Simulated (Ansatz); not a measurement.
**Band table of Lu**

```xyz
2
Lattice="3.5216 0.0000 0.0000 -1.7608 3.0498 0.0000 0.0000 0.0000 5.5851" Properties=species:S:1:pos:R:3 pbc="T T T"
Lu    0.0000    2.0332    1.3963
Lu    1.7608    1.0166    4.1888
```

Atoms are numbered in the order listed.

The cell comes from COD entry 1538083, which wasn't checked; take it as a given geometry. The listed cell was then made from it by scaling, straining or moving an atom.

Spin–orbit coupling is left out, though it moves levels of the heavy atoms by tenths of an eV or more.

All numbers below come from Ansatz 0.2.0, DFT, PBEsol, all-electron LAPW, scalar-relativistic.

Sampling and basis: a Γ-centred 13×13×8 k mesh, Fermi–Dirac smearing of 0.03 eV, basis error target 0.5 meV/atom, no spin polarisation.

Path points, in fractions of the reciprocal vectors: Γ (0.000, 0.000, 0.000), M (0.500, 0.000, 0.000), K (0.333, 0.333, 0.000), A (0.000, 0.000, 0.500), L (0.500, 0.000, 0.500), H (0.333, 0.333, 0.500). Levels in eV from the Fermi level; bands 19 to 40, counted from the lowest band of the run. The gap is zero.

```
# k(1/Å) point b19 b20 b21 b22 b23 b24 b25 b26 b27 b28 b29 b30 b31 b32 b33 b34 b35 b36 b37 b38 b39 b40
0.000 Γ -5.96 -5.01 -5.01 -5.00 -4.98 -4.98 -4.97 -4.97 -4.96 -4.96 -4.96 -4.93 -4.93 -4.92 -4.91 -2.41 0.50 2.17 2.17 2.43 2.84 2.84
0.206 - -5.73 -5.01 -5.01 -5.00 -4.98 -4.98 -4.98 -4.97 -4.96 -4.96 -4.95 -4.94 -4.93 -4.92 -4.92 -2.17 0.35 1.63 2.39 2.53 2.83 3.06
0.412 - -5.08 -5.01 -4.99 -4.99 -4.98 -4.98 -4.98 -4.97 -4.96 -4.95 -4.95 -4.94 -4.94 -4.94 -4.92 -1.54 -0.01 0.87 1.92 2.50 2.75 3.05
0.618 - -5.01 -5.00 -4.98 -4.98 -4.97 -4.97 -4.97 -4.96 -4.96 -4.96 -4.96 -4.95 -4.94 -4.92 -4.08 -0.94 -0.41 0.25 1.57 1.96 2.30 4.07
0.824 - -5.02 -5.00 -4.99 -4.98 -4.97 -4.97 -4.97 -4.96 -4.95 -4.95 -4.95 -4.94 -4.94 -4.92 -2.99 -1.04 -0.70 -0.15 1.60 1.95 2.00 5.16
1.030 M -5.02 -5.00 -4.99 -4.98 -4.98 -4.98 -4.96 -4.95 -4.95 -4.95 -4.94 -4.94 -4.93 -4.92 -2.32 -1.35 -0.80 -0.33 1.48 1.90 2.24 6.04
1.149 - -5.02 -5.00 -4.99 -4.98 -4.98 -4.98 -4.96 -4.96 -4.94 -4.94 -4.94 -4.94 -4.93 -4.92 -2.25 -1.28 -0.78 -0.35 1.47 1.82 2.26 5.85
1.268 - -5.01 -5.00 -5.00 -4.99 -4.98 -4.97 -4.96 -4.96 -4.94 -4.94 -4.94 -4.94 -4.93 -4.93 -2.03 -1.10 -0.73 -0.42 1.42 1.64 2.31 5.46
1.387 - -5.00 -5.00 -5.00 -4.99 -4.97 -4.97 -4.97 -4.97 -4.94 -4.94 -4.94 -4.94 -4.93 -4.93 -1.71 -0.87 -0.66 -0.51 1.36 1.42 2.39 5.10
1.506 - -5.00 -5.00 -5.00 -4.99 -4.98 -4.97 -4.97 -4.96 -4.94 -4.94 -4.94 -4.94 -4.94 -4.93 -1.33 -0.76 -0.60 -0.59 1.27 1.29 2.49 4.75
1.625 K -5.00 -5.00 -5.00 -4.99 -4.98 -4.98 -4.97 -4.97 -4.95 -4.94 -4.94 -4.93 -4.93 -4.93 -0.96 -0.96 -0.60 -0.58 1.24 1.24 2.55 4.85
1.863 - -5.00 -5.00 -5.00 -4.99 -4.99 -4.98 -4.96 -4.95 -4.95 -4.94 -4.94 -4.94 -4.94 -4.94 -2.07 -0.60 -0.51 -0.43 1.26 1.56 2.08 4.74
2.101 - -5.00 -4.99 -4.99 -4.99 -4.98 -4.97 -4.96 -4.96 -4.95 -4.95 -4.94 -4.94 -4.94 -4.93 -3.51 -0.47 -0.45 -0.10 1.43 1.57 2.13 4.05
2.339 - -5.01 -4.99 -4.99 -4.99 -4.98 -4.98 -4.96 -4.96 -4.95 -4.95 -4.95 -4.94 -4.93 -4.93 -4.77 -1.27 -0.12 0.62 1.74 2.20 2.69 3.38
2.576 - -5.65 -5.01 -5.00 -5.00 -4.98 -4.98 -4.97 -4.97 -4.96 -4.96 -4.95 -4.94 -4.93 -4.92 -4.92 -2.09 0.30 1.52 2.41 2.52 2.86 3.00
2.814 Γ -5.96 -5.01 -5.01 -5.00 -4.98 -4.98 -4.97 -4.97 -4.96 -4.96 -4.96 -4.93 -4.93 -4.92 -4.91 -2.41 0.50 2.17 2.17 2.43 2.84 2.84
2.927 - -5.89 -5.02 -5.01 -5.01 -4.98 -4.98 -4.97 -4.97 -4.96 -4.96 -4.96 -4.93 -4.93 -4.92 -4.91 -2.51 0.49 2.13 2.13 2.36 2.78 2.78
3.039 - -5.68 -5.02 -5.01 -5.00 -4.99 -4.99 -4.97 -4.97 -4.96 -4.95 -4.95 -4.93 -4.93 -4.92 -4.91 -2.81 0.50 2.05 2.05 2.15 2.62 2.62
3.152 - -5.35 -5.02 -5.01 -4.99 -4.99 -4.99 -4.98 -4.98 -4.96 -4.94 -4.94 -4.92 -4.92 -4.92 -4.91 -3.26 0.61 1.84 2.00 2.00 2.43 2.43
3.264 - -5.03 -5.02 -4.99 -4.99 -4.99 -4.99 -4.98 -4.97 -4.93 -4.93 -4.92 -4.92 -4.92 -4.91 -4.90 -3.81 0.82 1.48 2.02 2.02 2.24 2.24
3.377 A -5.02 -5.02 -4.99 -4.99 -4.99 -4.99 -4.97 -4.97 -4.93 -4.93 -4.93 -4.93 -4.92 -4.92 -4.37 -4.37 1.13 1.13 2.10 2.10 2.10 2.10
3.583 - -5.02 -5.02 -4.99 -4.99 -4.99 -4.99 -4.97 -4.97 -4.93 -4.93 -4.93 -4.93 -4.92 -4.92 -4.16 -4.16 1.01 1.01 1.93 1.93 2.27 2.27
3.789 - -5.01 -5.01 -4.99 -4.99 -4.98 -4.98 -4.97 -4.97 -4.94 -4.94 -4.94 -4.94 -4.93 -4.93 -3.59 -3.59 0.70 0.70 1.60 1.60 2.70 2.70
3.995 - -5.00 -5.00 -4.98 -4.98 -4.98 -4.98 -4.96 -4.96 -4.96 -4.96 -4.94 -4.94 -4.93 -4.93 -2.86 -2.86 0.34 0.34 1.37 1.37 3.13 3.13
4.201 - -5.00 -5.00 -4.98 -4.98 -4.97 -4.97 -4.96 -4.96 -4.96 -4.96 -4.94 -4.94 -4.93 -4.93 -2.26 -2.26 0.12 0.12 1.30 1.30 3.30 3.30
4.407 L -5.00 -5.00 -4.99 -4.99 -4.98 -4.98 -4.96 -4.96 -4.96 -4.96 -4.94 -4.94 -4.94 -4.94 -2.06 -2.06 0.07 0.07 1.30 1.30 3.32 3.32
4.526 - -5.00 -5.00 -4.99 -4.99 -4.98 -4.98 -4.96 -4.96 -4.96 -4.96 -4.94 -4.94 -4.94 -4.94 -1.98 -1.98 0.10 0.10 1.17 1.17 3.31 3.31
4.645 - -4.99 -4.99 -4.99 -4.99 -4.98 -4.98 -4.96 -4.96 -4.96 -4.96 -4.94 -4.94 -4.94 -4.94 -1.75 -1.75 0.17 0.17 0.85 0.85 3.26 3.26
4.764 - -4.99 -4.99 -4.99 -4.99 -4.97 -4.97 -4.97 -4.97 -4.95 -4.95 -4.95 -4.95 -4.94 -4.94 -1.40 -1.40 0.23 0.23 0.45 0.45 3.20 3.20
4.883 - -4.99 -4.99 -4.98 -4.98 -4.97 -4.97 -4.97 -4.97 -4.96 -4.96 -4.95 -4.95 -4.94 -4.94 -0.97 -0.97 -0.05 -0.05 0.33 0.33 3.22 3.22
5.002 H -4.99 -4.99 -4.98 -4.98 -4.98 -4.98 -4.97 -4.97 -4.96 -4.96 -4.95 -4.95 -4.94 -4.94 -0.58 -0.58 -0.43 -0.43 0.33 0.33 3.26 3.26
5.240 - -4.99 -4.99 -4.98 -4.98 -4.98 -4.98 -4.97 -4.97 -4.96 -4.96 -4.95 -4.95 -4.94 -4.94 -1.42 -1.42 0.07 0.07 0.60 0.60 3.03 3.03
5.477 - -5.00 -5.00 -4.98 -4.98 -4.97 -4.97 -4.97 -4.97 -4.96 -4.96 -4.95 -4.95 -4.94 -4.94 -2.39 -2.39 0.25 0.25 1.11 1.11 2.97 2.97
5.715 - -5.00 -5.00 -4.99 -4.99 -4.98 -4.98 -4.96 -4.96 -4.95 -4.95 -4.94 -4.94 -4.93 -4.93 -3.36 -3.36 0.61 0.61 1.47 1.47 2.82 2.82
5.953 - -5.02 -5.02 -4.99 -4.99 -4.99 -4.99 -4.97 -4.97 -4.93 -4.93 -4.93 -4.93 -4.92 -4.92 -4.10 -4.10 0.98 0.98 1.88 1.88 2.32 2.32
6.191 A -5.02 -5.02 -4.99 -4.99 -4.99 -4.99 -4.97 -4.97 -4.93 -4.93 -4.93 -4.93 -4.92 -4.92 -4.37 -4.37 1.13 1.13 2.10 2.10 2.10 2.10
```
